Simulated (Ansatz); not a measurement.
BeS (CsCl type, Pm-3m), DFT-PBE in the program Ansatz with PAW potentials, all energies at zero smearing, with the estimated change up to a 700 eV cutoff added, with one set of potentials and settings (totals compare only within such a set). Cell of 2 atoms (1 Be, 1 S): -993.931 eV.

| element | reference phase | E (eV/atom) |
|---|---|---|
| Be | P6_3/mmc, 2 atoms in the cell | -92.7620 |
| S | Fddd, 32 atoms in the cell | -902.0599 |

Formation energy per atom, worked out: (-993.931 − 1×(-92.7620) − 1×(-902.0599))/2 = 0.446 eV/atom (43 kJ per mol of atoms), at 0 K, without zero-point energy or fitted corrections.

A made-up cell: these elements were put on the sites of a structure type; neither database checked (COD, Materials Project) lists it. COD files the formula under space group No. 216, so this cell is another polymorph or a model. Its standing as an ambient phase is unchecked. The PBE relaxation kept the symmetry of its start; its stability against distortions is not shown here. The references are the lowest solids computed at this level, not always the standard phases.

Potentials: the later of the program's two PAW sets.
